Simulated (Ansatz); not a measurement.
FeNi in space group R-3m (No. 166; Fe on 3a, Ni on 3b) under volume change, the program Ansatz at the r²SCAN level (PAW), shape and atoms relaxed at each volume.

```
V (Å³/atom)  E − E(relaxed) (meV/atom)  P (GPa)
-----------  -------------------------  -------
10.190                            65.3    22.71
10.526                               …        …
10.862                               …        …
11.198                             0.0     0.00
11.534                             5.5    -5.06
11.869                            20.6    -9.20
12.205                            43.8   -12.88
```

**Question.** Complete the blanks.

**Answer.** 
- 10.526, E − E(relaxed) (meV/atom): 27.3
- 10.526, P (GPa): 13.82
- 10.862, E − E(relaxed) (meV/atom): 6.4
- 10.862, P (GPa): 6.30

**Question.** What does a third-order Birch–Murnaghan fit give for V₀, B₀ and B′?

**Answer.** V₀ = 11.20 Å³/atom, B₀ = 187 GPa, B′ = 5.2.

The workflow started from a Materials Project entry (that database holds measured and hypothetical structures alike); the Crystallography Open Database copy checked does not list it. COD files the formula under space group No. 123. With Fe and Ni taken as one species the cell has the higher symmetry Fm-3m, so it may be an ordered model of a mixed-site phase. Its standing as an ambient phase is unchecked. The cell was relaxed with r²SCAN under the symmetry of its start; whether a distortion lowers the energy is not shown. Magnetic state: ferromagnetic, chosen from 5 collinear starts compared on coarse meshes (ties went to the first, and starts can fall back to one state), not a proven ground state. Other orbital occupations within this spin state were not tried.

Potentials: the later of the program's two PAW sets.
